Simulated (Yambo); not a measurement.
**Optical response of CaHI**

```
CELL_PARAMETERS angstrom
      3.97973     0.00000     0.00000
      0.00000     3.97973     0.00000
      0.00000     0.00000     8.59084
ATOMIC_POSITIONS crystal
  H  0.50000 0.50000 0.00000
  H  0.00000 0.00000 0.00000
  Ca 0.00000 0.50000 0.13827
  Ca 0.50000 0.00000 0.86173
  I  0.00000 0.50000 0.67974
  I  0.50000 0.00000 0.32026
```

Yambo, RPA with local fields on PBEsol bands shifted by a G0W0 scissor of 2.12 eV; 4×4×2 mesh, 106 bands, 3 Ry local-field block, 0.2 eV broadening; field along x.

| E (eV) | Im ε | Re ε | Im ε, independent particles |
|---|---|---|---|
| 0.0 | 0.00 | 3.92 | 0.00 |
| 0.6 | 0.01 | 3.94 | 0.01 |
| 1.2 | 0.02 | 3.98 | 0.03 |
| 1.9 | 0.03 | 4.07 | 0.04 |
| 2.5 | 0.05 | 4.20 | 0.06 |
| 3.1 | 0.07 | 4.39 | 0.09 |
| 3.8 | 0.11 | 4.67 | 0.13 |
| 4.4 | 0.17 | 5.09 | 0.21 |
| 5.0 | 0.30 | 5.78 | 0.37 |
| 5.6 | 0.75 | 7.13 | 0.96 |
| 6.2 | 4.19 | 9.16 | 5.47 |
| 6.9 | 5.79 | 6.24 | 7.30 |
| 7.5 | 7.91 | 4.17 | 9.83 |
| 8.1 | 6.73 | 1.30 | 8.37 |
| 8.8 | 5.28 | -0.16 | 6.21 |
| 9.4 | 3.80 | -0.13 | 4.55 |
| 10.0 | 3.59 | 0.42 | 4.13 |
| 10.6 | 3.55 | 0.49 | 4.43 |
| 11.2 | 2.50 | -0.48 | 2.68 |
| 11.9 | 3.02 | -0.24 | 3.44 |
| 12.5 | 2.34 | -0.94 | 2.16 |
| 13.1 | 1.78 | -0.60 | 1.76 |
| 13.8 | 1.65 | -0.05 | 1.87 |
| 14.4 | 1.88 | -0.01 | 1.88 |
| 15.0 | 1.55 | -0.65 | 0.99 |
| 15.6 | 1.39 | -0.49 | 0.83 |
| 16.2 | 0.90 | -0.77 | 0.39 |
| 16.9 | 0.46 | -0.25 | 0.33 |
| 17.5 | 0.54 | -0.07 | 0.36 |
| 18.1 | 0.52 | 0.00 | 0.33 |
| 18.8 | 0.33 | 0.12 | 0.26 |
| 19.4 | 0.33 | 0.25 | 0.26 |
| 20.0 | 0.36 | 0.36 | 0.31 |

Peak heights and small wiggles depend on the k mesh. Convergence of the RPA response with its 4×4×2 mesh was not tested. The scissor comes from a G0W0 run whose convergence isn't established. No excitonic effects at this level.

Spin-orbit coupling is left out, which matters for elements this heavy: edges can move by tenths of an eV.

Geometry relaxed with PBE+D3(BJ).
